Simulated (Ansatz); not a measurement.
Molecular dynamics on a 1×1×1 supercell (6 atoms) of Au2S (Pn-3m), relaxed with r2SCAN. Forces come from r2SCAN in the PAW code Ansatz: a Nosé-Hoover thermostat at fixed volume, 200 K, steps of 1.5 fs. Spin polarisation is off, nuclei are classical, and the run is far too short for thermal averages.

```yaml
crystal:
  lattice:
    - [5.2798264155, 0.0, 0.0]
    - [0.0, 5.2798264155, 0.0]
    - [0.0, 0.0, 5.2798264155]
  atoms:
    - { symbol: S, position: [0.0, 0.0, 0.0] }
    - { symbol: S, position: [0.5, 0.5, 0.5] }
    - { symbol: Au, position: [0.25, 0.25, 0.25] }
    - { symbol: Au, position: [0.25, 0.75, 0.75] }
    - { symbol: Au, position: [0.75, 0.75, 0.25] }
    - { symbol: Au, position: [0.75, 0.25, 0.75] }
kpoints:
  mp_grid: { grid: [4, 4, 4] }
hamiltonian:
  xc: r2scan
scf:
  occupations: { method: fermi_dirac, width: 0.02 }
md:
  ensemble: nvt_nose_hoover
  temperature: 200
  timestep: 1.5
  n_steps: 20
  initial_velocities: maxwell_boltzmann
  seed: 2660
```

Run as `ansatz run input.yaml --threads 4 --pin off --max-ram 4608MiB --backend cpu --events-out ev --progress --plain --runs-dir out`.

Problem. What wall time did it need on 4 threads of Arm Neoverse N1, on a shared host, load about 0.9 per core, and how much host memory at the peak?

Solution. About 4.7 min, with a peak of 1 GiB.

```csv
step,t (fs),T (K),free energy F from step 0 (meV/atom),kinetic energy (meV/atom),largest force (eV/Å)
0,0,200,0.0,21.5,0.00
1,1.5,199,0.1,21.4,0.12
2,3,196,0.4,21.1,0.24
3,4.5,192,0.9,20.7,0.35
4,6,186,1.5,20.0,0.46
5,7.5,179,2.3,19.2,0.57
6,9,170,3.2,18.3,0.67
7,10.5,162,4.2,17.4,0.76
8,12,153,5.1,16.4,0.84
9,13.5,144,6.1,15.5,0.92
10,15,136,6.9,14.6,0.98
11,16.5,129,7.7,13.9,1.02
12,18,123,8.4,13.2,1.06
13,19.5,119,8.9,12.8,1.08
14,21,116,9.2,12.5,1.09
15,22.5,115,9.3,12.4,1.08
16,24,115,9.3,12.4,1.06
17,25.5,117,9.1,12.6,1.02
18,27,121,8.7,13.0,0.98
19,28.5,125,8.3,13.4,0.92
20,30,130,7.8,14.0,0.85
```

The temperature starts at 200 K, is lowest at step 15 (115 K, 22.5 fs) and ends at 130 K. The thermostat hasn't had time to restore it. The atoms start on their lattice sites with kinetic energy alone, so much of it first passes into potential energy. By the last step the atoms have moved 0.04 Å in the root mean square, the drift of the whole cell taken out, 0.06 Å at most.

Positions (Å) and forces (eV/Å) at step 20:
```
S   -0.048  -0.006  -0.001     0.400   0.206  -0.098
S    2.627   2.597   2.640    -0.205   0.807  -0.160
Au   1.315   1.308   1.288    -0.120  -0.059   0.102
Au   1.335   3.967   4.016     0.072  -0.287  -0.359
Au   3.961   3.938   1.310    -0.340  -0.223   0.253
Au   3.959   1.354   3.946     0.193  -0.444   0.261
```
